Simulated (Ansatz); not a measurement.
A plane-wave DFT run in Ansatz 0.2.0 (scalar-relativistic PAW potentials unless the input names others): input and command.

```yaml
crystal:
  lattice:
    - [6.270891, -0.046867, -0.009279]
    - [-0.044405, 6.170702, -0.077967]
    - [-0.001901, -0.076942, 6.997981]
  atoms:
    - { symbol: Al, position: [0.1467840518, 0.353888942, 0.9753267358] }
    - { symbol: Al, position: [0.3694566292, 0.4951321929, 0.4448550401] }
    - { symbol: Al, position: [0.1681568575, 0.7474172631, 0.7986665131] }
    - { symbol: Si, position: [0.5811662616, 0.2067020424, 0.0002940429] }
    - { symbol: Si, position: [0.0179604704, 0.0366960866, 0.503389095] }
    - { symbol: Si, position: [0.2873081985, 0.1234141267, 0.2522085889] }
    - { symbol: Si, position: [0.5983286517, 0.1250001333, 0.4707044036] }
    - { symbol: Si, position: [0.8707289633, 0.2927022799, 0.2507168908] }
    - { symbol: Si, position: [0.9721922414, 0.5598845328, 0.5144634605] }
    - { symbol: Si, position: [0.3365056219, 0.1063363975, 0.723008165] }
    - { symbol: Si, position: [0.7216487462, 0.7752285989, 0.3508598743] }
    - { symbol: Si, position: [0.8314909401, 0.2812364956, 0.7323745393] }
    - { symbol: Zn, position: [0.82190795, 0.8827371036, 0.9904766173] }
    - { symbol: Zn, position: [0.5155729007, 0.6007655902, 0.0754565723] }
    - { symbol: Zn, position: [0.137176964, 0.743449468, 0.1895742259] }
    - { symbol: Zn, position: [0.603316867, 0.6776641376, 0.7186075887] }
kpoints:
  mp_grid: { grid: [5, 6, 5] }
hamiltonian:
  xc: lda
scf:
  occupations: { method: gaussian, width: 0.1 }
  convergence: { dr2_threshold: 1.0e-08 }
output:
  forces: true
  eigenvalues: true
  stress: true
total_charge: 1
```

```bash
ansatz run input.yaml --threads 4 --pin off --max-ram 9216MiB --backend cpu --events-out ev --progress --plain --runs-dir out
```

Abridged log:
```
Warning: output.stress: scf.convergence.dr2_threshold = 1e-8 eV is looser than the 1.6e-9 eV advised for a printed stress (1e-10 eV for each atom of the cell: 16). ...
Basis set: ecut = 420 eV, 5313 PW (Γ)
Bands: 62, of which v1, the nominal top of the filled ones, is band 46 counted from 1 (45 counted from 0)
Symmetry: 1 space group operations
k-points: 76 of 150 (time reversal used)
SCF iter   1: F=—  HF=-20006.789464 eV  |F-HF|=—  |Δ(HF+E_count)|=         —  Δρ=3.82e-2  dr2=6.32e0  ethr=1.77e-3  ⟨swp⟩=8.0  Hψ=23050  notcnv=0  defer=57
SCF iter   2: F=—  HF=-20005.560321 eV  |F-HF|=—  |Δ(HF+E_count)|=    1.23e0  Δρ=8.46e-3  dr2=1.00e0  ethr=1.77e-3  ⟨swp⟩=2.9  Hψ=9475  notcnv=0  defer=646
SCF iter   3: F=—  HF=-20005.260977 eV  |F-HF|=—  |Δ(HF+E_count)|=   2.99e-1  Δρ=8.17e-3  dr2=6.01e-1  ethr=1.09e-3  ⟨swp⟩=2.0  Hψ=8321  notcnv=0  defer=648
SCF iter   4: F=—  HF=-20005.143715 eV  |F-HF|=—  |Δ(HF+E_count)|=   1.17e-1  Δρ=4.12e-3  dr2=2.41e-2  ethr=6.53e-4  ⟨swp⟩=2.1  Hψ=7657  notcnv=0  defer=648
SCF iter   5: F=—  HF=-20005.149661 eV  |F-HF|=—  |Δ(HF+E_count)|=   5.95e-3  Δρ=2.26e-3  dr2=1.01e-2  ethr=2.62e-5  ⟨swp⟩=2.1  Hψ=7375  notcnv=0  defer=638
SCF iter   6: F=—  HF=-20005.147890 eV  |F-HF|=—  |Δ(HF+E_count)|=   1.77e-3  Δρ=8.64e-4  dr2=1.53e-3  ethr=1.10e-5  ⟨swp⟩=2.0  Hψ=5831  notcnv=0  defer=638
SCF iter   7: F=—  HF=-20005.147788 eV  |F-HF|=—  |Δ(HF+E_count)|=   1.02e-4  Δρ=1.53e-4  dr2=1.02e-4  ethr=1.67e-6  ⟨swp⟩=2.0  Hψ=7082  notcnv=0  defer=638
SCF iter   8: F=—  HF=-20005.147792 eV  |F-HF|=—  |Δ(HF+E_count)|=   3.38e-6  Δρ=5.55e-5  dr2=1.25e-5  ethr=1.10e-7  ⟨swp⟩=2.4  Hψ=7512  notcnv=0  defer=638
SCF iter   9: F=—  HF=-20005.147790 eV  |F-HF|=—  |Δ(HF+E_count)|=   1.39e-6  Δρ=2.20e-5  dr2=9.59e-7  ethr=1.36e-8  ⟨swp⟩=2.0  Hψ=7142  notcnv=0  defer=638
SCF iter  10: F=—  HF=-20005.147803 eV  |F-HF|=—  |Δ(HF+E_count)|=   1.25e-5  Δρ=1.19e-5  dr2=3.27e-7  ethr=1.04e-9  ⟨swp⟩=2.0  Hψ=7112  notcnv=0  defer=638
SCF iter  11: F=—  HF=-20005.147803 eV  |F-HF|=—  |Δ(HF+E_count)|=   1.10e-7  Δρ=3.40e-6  dr2=4.48e-8  ethr=3.56e-10  ⟨swp⟩=2.0  Hψ=5734  notcnv=0  defer=638
SCF iter  12: F=-20005.147803 eV  HF=-20005.147803 eV  |F-HF|=1.16e-9  |Δ(HF+E_count)|=   7.89e-9  Δρ=6.91e-7  dr2=1.94e-9  ethr=1.09e-11  ⟨swp⟩=12.5  Hψ=23834  notcnv=0
SCF 1 converged in 12 iterations: F = -20005.147803 eV  dr2 = 1.94e-9
SCF converged after 12 iterations
Free energy (F): -20005.147803 eV
Harris-Foulkes:  -20005.147803 eV  (|F-HF|=1.16e-9)
Internal energy: -20005.119763 eV  (E = F + TS)
E sigma→0 (E₀):  -20005.133783 eV
Entropy (-TS):   -0.028039 eV (-1.752 meV/atom)
Fermi energy:    8.086087 eV
--- Forces (eV/Å), atoms counted from 1 ---
  atom   1  Al     0.06884313    -0.06631531     0.11208201
  atom   2  Al     0.05230395     0.06128057    -0.00575050
  atom   3  Al     0.07629673     0.05108305     0.13038025
  atom   4  Si     0.03597434     0.08557334     0.02112745
  atom   5  Si     0.21006730     0.00830279     0.02007788
  atom   6  Si    -0.04237863    -0.18606374    -0.11834089
  atom   7  Si    -0.08389305    -0.06555617     0.04507816
  atom   8  Si     0.02303948     0.01156719    -0.14935650
  atom   9  Si    -0.08391808     0.04768429     0.05353040
  atom  10  Si     0.03408201     0.03630387    -0.05155864
  atom  11  Si    -0.19411868     0.01253074    -0.06253190
  atom  12  Si    -0.09686014    -0.01171047     0.02178449
  atom  13  Zn    -0.11753255    -0.07899686     0.02786581
  atom  14  Zn    -0.00843508     0.01417711    -0.04958007
  atom  15  Zn     0.09530454     0.06069460    -0.11324781
  atom  16  Zn     0.03127824     0.01941905     0.11845665
--- Stress (GPa, compression-positive) ---
       -1.916908      -0.266594      -0.189440
       -0.266594      -3.026333      -0.450483
       -0.189440      -0.450483      -3.034925
  P = ⅓ Tr σ = -2.6594 GPa (-26.594 kbar)
```

Apart from outputs and empty bands, the input differs from a reference run on usual settings in scf.convergence.dr2_threshold: not typed → 1e-08; hamiltonian.xc: "pbe" → "lda"; total_charge: not typed → 1; basis.ecutwfc: 420 → not typed. The reference, at the same geometry (not necessarily relaxed), gave pressure 0.13 GPa, largest force 0.252 eV/Å, no gap on the mesh. This run converged in 12 SCF iterations (reference: 9) with a total energy on another zero, pressure -2.66 GPa (with the neutralising background of the charged cell), largest force 0.225 eV/Å, no gap on the mesh.

It took 41 s on 4 threads of AMD EPYC 7R43 64-Core Processor (Zen 3), with other jobs on the host, peak memory 1.3 GiB.